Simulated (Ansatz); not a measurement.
Relaxed-ion elastic tensor of Li$_{8}$PbO$_{6}$ in space group R-3 (No. 148; Li on 6c, Li on 18f, Pb on 3a, O on 18f) in GPa (Voigt order), plane-wave PAW LDA (Ansatz code); density 4.52 g/cm³, 8.78 Å³ per atom.

```
  174   60.3   52.6   -1.8   23.5    0.0
 60.3    174   52.6    1.8  -23.5    0.0
 52.6   52.6    180    0.0    0.0    0.0
 -1.8    1.8    0.0   62.4    0.0  -23.5
 23.5  -23.5    0.0    0.0   62.4   -1.8
  0.0    0.0    0.0  -23.5   -1.8   56.9
```

Question: Is the crystal mechanically stable?

Answer: Yes: the smallest eigenvalue of C is 36.0 GPa.

Question: Work out the Voigt, Reuss and Hill averages.

Answer: K_V = 95.4, K_R = 95.4, K_H = 95.4; G_V = 60.5, G_R = 52.5, G_H = 56.5 GPa.

Question: Give Young's modulus, Poisson's ratio, Pugh's ratio and the universal anisotropy index.

Answer: E = 9KG/(3K + G) = 142 GPa; ν = 0.25; K/G = 1.69 (near the Pugh limit of 1.75, no verdict); A_U = 5G_V/G_R + K_V/K_R − 6 = 0.76.

Question: Estimate the sound speeds and the Debye temperature.

Answer: v_l = √((K + 4G/3)/ρ) = 6140 m/s, v_t = √(G/ρ) = 3530 m/s, mean 3920 m/s; Θ = (h/k)(3n/4πV)^(1/3) v_m = 566 K.

Question: How much does each axis shrink under pressure?

Answer: Linear compressibilities β_i = Σ_j S_ij (j = 1 to 3): x 3.5, y 3.5, z 3.5 per TPa.

The workflow started from a Materials Project entry (that database holds measured and hypothetical structures alike); the Crystallography Open Database files this formula in space group No. 148, but the cells were not matched. Its standing as an ambient phase is unchecked. The cell was relaxed with LDA under the symmetry of its start; phonons on a q-mesh show no instability. Scalar-relativistic: spin–orbit coupling is off unless named, which matters more the heavier the elements.

Potentials: the later of the program's two PAW sets.
